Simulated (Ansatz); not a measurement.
Theory: Ansatz, DFT PBE, scalar-relativistic, plane waves, PAW. Settings: cutoff 420 eV, Γ-centred meshes spaced at most about 0.3 Å⁻¹, and about 0.25 Å⁻¹ or finer for metals (2π included), Gaussian smearing. No spin polarisation in the final relaxations.

Temperature and zero-point effects are left out. All come from trial cells, and lower structures may exist.

Question: Order these relaxed structures of Ge₂Sb₂O by energy, lowest first, with the energy over the lowest of them.
A. Space group I4/mmm (No. 139), tetragonal, a = 5.898 Å, c = 6.508 Å. Ge has 1 O at 1.80 Å, 1 Ge at 2.90 Å and 4 Sb at 2.95 Å; Sb is surrounded by 4 Ge at 2.95 Å, 2 Sb at 3.25 Å and 4 O at 3.37 Å; around O lie 2 Ge at 1.80 Å and 8 Sb at 3.37 Å.
B. Space group P4/mmm (No. 123), tetragonal, a = 3.030 Å, c = 11.621 Å. Ge on its first site is surrounded by 2 Sb at 2.93 Å and 4 Ge at 3.03 Å; Ge on its second site is surrounded by 4 O at 2.14 Å and 2 Sb at 2.88 Å; Sb is surrounded by 2 Ge at 2.88–2.93 Å and 4 Sb at 3.03 Å; O is surrounded by 4 Ge at 2.14 Å.
C. Space group I4/mmm (No. 139), tetragonal, a = 3.860 Å, c = 16.416 Å. Ge has 4 Sb at 2.93 Å, 1 Sb at 3.14 Å and 4 Ge at 3.42 Å; around Sb lie 1 O at 2.00 Å, 4 Ge at 2.93 Å and 1 Ge at 3.14 Å; around O lie 2 Sb at 2.00 Å.
D. Space group P-3m1 (No. 164), trigonal, a = 3.842 Å, c = 8.004 Å. Ge is surrounded by 3 Ge at 2.69 Å and 3 Sb at 2.89 Å; Sb has 3 O at 2.62 Å and 3 Ge at 2.89 Å; around O lie 6 Sb at 2.62 Å.

Answer: B (0 meV/atom), A (18 meV/atom), C (154 meV/atom), D (280 meV/atom). Forms: B P4/mmm; A I4/mmm; C I4/mmm; D P-3m1. Counting Ge or Sb atoms around O (for each partner element, those within 1.25 times its shortest distance or 1.15 times the sum of covalent radii, where it is the nearest in units of that sum or under 1.3; the shortest distance is added where it exceeds 1.18 times the sum of covalent radii): B has O 4; A has O 2; C has O 2; D has O 6 from 2.6 Å. B holds Sb–Sb nets (shortest 3.03 Å) (bonds between like non-metal atoms; other contacts aren't counted).

These runs have no spin–orbit coupling, which can matter for Sb. Cells relaxed within their symmetry can be saddle points. Some types were kept out of the candidates beforehand, so the set may lack a known form.
